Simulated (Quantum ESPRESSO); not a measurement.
## Kohn-Sham bands of InGaAs2 (P-4m2)

```xyz
4
Lattice="4.2250 0.0000 0.0000 0.0000 4.2250 0.0000 0.0000 0.0000 5.9622" Properties=species:S:1:pos:R:3 pbc="T T T"
In     0.0000     0.0000     2.9811
Ga     2.1125     2.1125     0.0000
As     2.1125     0.0000    -1.3804
As     0.0000     2.1125     1.3804
```

Cell from Materials Project (mp-1223781), symmetrised, no further relaxation. Not found in the COD (Crystallography Open Database) copy used; not checked further. Method: PBEsol plane waves in Quantum ESPRESSO 7.5 (PseudoDojo norm-conserving files, 68 Ry, spinors with spin-orbit coupling), Bloch states on a 4×4×4 mesh through Γ, Wannier90 4.0.1. Density: 8×8×6 mesh, cold smearing 0.01 Ry. With spin-orbit coupling a semilocal functional can close or falsely invert a small gap; the band order was not checked against a better method. The gap is small at this level and was sampled on the meshes and a path alone.

Task: List the Kohn-Sham levels between −8 and 3.1 eV relative to the valence-band maximum at the high-symmetry points, as a band run of pw.x on that density gives them (levels within 2 meV counted together).

Result: 
```
point  k (reciprocal lattice)                                                                                                         levels (eV)
-----  ----------------------  ------------------------------------------------------------------------------------------------------------------
Γ           0.000 0.000 0.000              -6.14 (×2), -2.48 (×2), -2.43 (×2), -0.48 (×2), -0.32 (×2), 0.00 (×2), 0.06 (×2), 1.48 (×2), 1.71 (×2)
X           0.000 0.500 0.000                        -5.50 (×2), -4.94 (×2), -3.06 (×2), -2.82 (×2), -1.42 (×2), -0.87 (×2), 1.87 (×2), 2.85 (×2)
M           0.500 0.500 0.000  -6.62 (×2), -5.72 (×2), -2.52 (×2), -2.39 (×2), -2.34 (×2), -2.22 (×2), 1.42 (×2), 1.46 (×2), 1.59 (×2), 1.90 (×2)
Z           0.000 0.000 0.500  -4.02 (×2), -3.92 (×2), -1.86 (×2), -1.80 (×2), -1.23 (×2), -1.22 (×2), 1.75 (×2), 1.93 (×2), 2.66 (×2), 3.05 (×2)
R           0.000 0.500 0.500                        -6.18 (×2), -5.82 (×2), -1.41 (×2), -1.11 (×2), -1.00 (×2), -0.74 (×2), 0.41 (×2), 0.90 (×2)
A           0.500 0.500 0.500                                              -6.53 (×2), -5.49 (×2), -3.16 (×2), -3.03 (×2), -2.96 (×2), -2.90 (×2)
```
